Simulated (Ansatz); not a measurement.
TiRe:
```yaml
crystal:
  lattice:
    - [3.10276, 0.00000, 0.00000]
    - [0.00000, 3.10276, 0.00000]
    - [0.00000, 0.00000, 3.10276]
  atoms:
    - { symbol: Re, position: [0.00000, 0.00000, 0.00000] }
    - { symbol: Ti, position: [0.50000, 0.50000, 0.50000] }
```

Relaxed with r²SCAN. Special points in fractions of this cell's reciprocal vectors: Γ (0.000, 0.000, 0.000); X (0.000, 0.500, 0.000); M (0.500, 0.500, 0.000); R (0.500, 0.500, 0.500).

Q: List the band energies nearest the Fermi level at these points for DFT-r²SCAN with spin–orbit coupling in the program Ansatz with PAW potentials.

A: In eV from the Fermi level; about four levels below and three above (degenerate sets whole), none deeper than 8.9 eV; points with the same levels are listed once.

```tsv
k	below	above
Γ	-0.09 -0.09 -0.09 -0.09	0.30 0.30 3.32 3.32 3.32 3.32
X	-0.46 -0.46 -0.08 -0.08	0.06 0.06 1.53 1.53
M	-2.15 -2.15 -1.95 -1.95	1.10 1.10 2.03 2.03
R	-0.41 -0.41 -0.41 -0.41	3.54 3.54 3.54 3.54
```

Space group Pm-3m (CsCl type). The workflow started from an entry of the Crystallography Open Database (COD). Its standing as an ambient phase is unchecked. The r²SCAN relaxation kept the symmetry of its start; its stability against distortions is not shown here. No spin polarisation was allowed.

Potentials: the later of the program's two PAW sets.
